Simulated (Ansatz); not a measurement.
The relaxed structure here is a generated cell of GaAs: the first start was made by placing the elements on the sites of a structure type, and the end was not matched to a known phase here, so it may be hypothetical. Known forms of GaAs include space group No. 216.

A relaxed structure of GaAs. The numbers are results of r2SCAN (plane waves to 500 eV, PAW, scalar-relativistic; Ansatz, a program for electronic structure), not measurements.

```cif
data_As3Ga3
_chemical_formula_sum 'Ga3 As3'
_space_group_name_H-M_alt 'P 1'
_space_group_IT_number 1
_cell_length_a 4.02450
_cell_length_b 4.02450
_cell_length_c 8.85724
_cell_angle_alpha 90.000
_cell_angle_beta 90.000
_cell_angle_gamma 120.000
loop_
_space_group_symop_operation_xyz
  'x, y, z'
loop_
_atom_site_label
_atom_site_type_symbol
_atom_site_fract_x
_atom_site_fract_y
_atom_site_fract_z
_atom_site_occupancy
Ga1 Ga 0.50000 0.00000 0.50000 1
Ga2 Ga 0.00000 0.50000 0.16667 1
Ga3 Ga 0.50000 0.50000 0.83333 1
As1 As 0.50000 0.00000 0.00000 1
As2 As 0.00000 0.50000 0.66667 1
As3 As 0.50000 0.50000 0.33333 1
```

Determine the symmetry and give the standard cell with its independent sites.

Space group P6₂22 (No. 180); a = 4.0245 Å, b = 4.0245 Å, c = 8.8572 Å, α = 90.00°, β = 90.00°, γ = 120.00°

| atom | site | symmetry | x | y | z |
|---|---|---|---|---|---|
| Ga | 3d | 222 | 0.5000 | 0.0000 | 0.5000 |
| As | 3c | 222 | 0.5000 | 0.0000 | 0.0000 |

Give the shortest distances between elements (the closest pairs, up to four, under 3.6 Å).

As–Ga 2.50 Å; Ga–Ga 3.57 Å; As–As 3.57 Å.

```yaml
volume_per_atom: 20.71 Å³
density: 5.80 g/cm³
band_gap: "no clear gap: the sampled points leave 0.02 eV away from the symmetry points, which may be a band crossing missed between them"
smallest_direct_gap: 0.09 eV at or next to Γ
```

No spin polarisation in the result.

The run could not lose the symmetry of its start; a randomly shaken copy of 12 atoms returns to this structure.
